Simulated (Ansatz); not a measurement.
The calculation used DFT PBE, scalar-relativistic, plane waves, PAW in Ansatz 0.2.0. Cutoff 420 eV, Γ-centred meshes of about 0.25 Å⁻¹ or finer for metals and 0.3 Å⁻¹ for insulators (2π included), Gaussian smearing. No spin polarisation.

Temperature and zero-point effects are left out.

Two relaxed structures of Sn₂Pb:

A.

```
Sn Pb
1.0
    -2.01127    2.01127    5.43987
     2.01127   -2.01127    5.43987
     2.01127    2.01127   -5.43987
Sn Pb
2 1
Direct
  0.32201 0.32201 0.00000
  0.67799 0.67799 0.00000
  0.00000 0.00000 0.00000
```

B.

```
Sn Pb
1.0
     5.73493    0.00000    0.00000
    -2.86746    4.96659    0.00000
     0.00000    0.00000    3.15028
Sn Pb
2 1
Direct
  0.33333 0.66667 0.00000
  0.66667 0.33333 0.00000
  0.00000 0.00000 0.00000
```

Task: Which is lower in energy, and by how much?

Result: They are level within the accuracy (under 1 meV/atom apart). A has the MoSi2 (C11b) type, space group I4/mmm (No. 139), 29.3 Å³/atom and no gap on its mesh; B has space group P6/mmm (No. 191), 29.9 Å³/atom and no gap. Counting all near atoms (those within 1.25 times the shortest distance at each site; a plus sign parts nearer from farther groups), A has Sn 9+5, Pb 10+4 and B has Sn 8, Pb 8. Even the lower one lies +0.06 eV/atom against the reference forms of the elements (uncorrected), so neither is stable at this level. In A, Sn has 4 Sn at 3.25 Å, 5 Pb at 3.44–3.50 Å and 5 Sn at 3.87–4.02 Å; Pb is surrounded by 10 Sn at 3.44–3.50 Å and 4 Pb at 4.02 Å. In B, Sn has 5 Sn at 3.15–3.31 Å and 3 Pb at 3.31 Å; Pb is surrounded by 2 Pb at 3.15 Å and 6 Sn at 3.31 Å. Both come from trial cells of a structure search, whose lowest cell (P6/mmm, 29.1 Å³/atom) lies 26 meV/atom below the lower of the two.

For metals, differences of a few meV/atom aren't resolved. Spin–orbit coupling, which can matter for Pb, is left out. With atoms moved at random, B ended within 5 meV/atom of its own energy, in a cell of lower symmetry. Other cells relaxed within their symmetry can be saddle points. Some structure types and database cells were kept out of the candidates from the start, so a known form may be missing.
